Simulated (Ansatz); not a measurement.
Input and command of a plane-wave DFT calculation in Ansatz:

```yaml
crystal:
  lattice:
    - [-1.6471518, 1.65128, 1.6471518]
    - [1.6554082, -1.65128, 1.6554082]
    - [1.6471518, 1.65128, -1.6471518]
  atoms:
    - { symbol: Ta, position: [0.0, 0.0, 0.0] }
basis:
  ecutwfc: 420
kpoints:
  mp_grid: { grid: [20, 20, 20] }
hamiltonian:
  xc: pbe
scf:
  occupations: { method: gaussian, width: 0.15 }
output:
  forces: true
  stress: true
  eigenvalues: true
```

```bash
ansatz run input.yaml --threads 1 --pin off --max-ram 2560MiB --backend cpu --events-out ev --progress --plain --runs-dir out
```

Processor: Intel(R) Xeon(R) Platinum 8259CL CPU @ 2.50GHz (Skylake/Cascade Lake), 1 thread, on a host shared with other jobs.

Question: Estimate time, memory and problem size.

Answer: About 13 s on 1 thread of Intel(R) Xeon(R) Platinum 8259CL CPU @ 2.50GHz (Skylake/Cascade Lake) (shared host), peak memory 0.56 GiB. It solves 11 bands at 1166 k points (the mesh reduced by symmetry) with about 369 plane waves, in 6 SCF iterations.
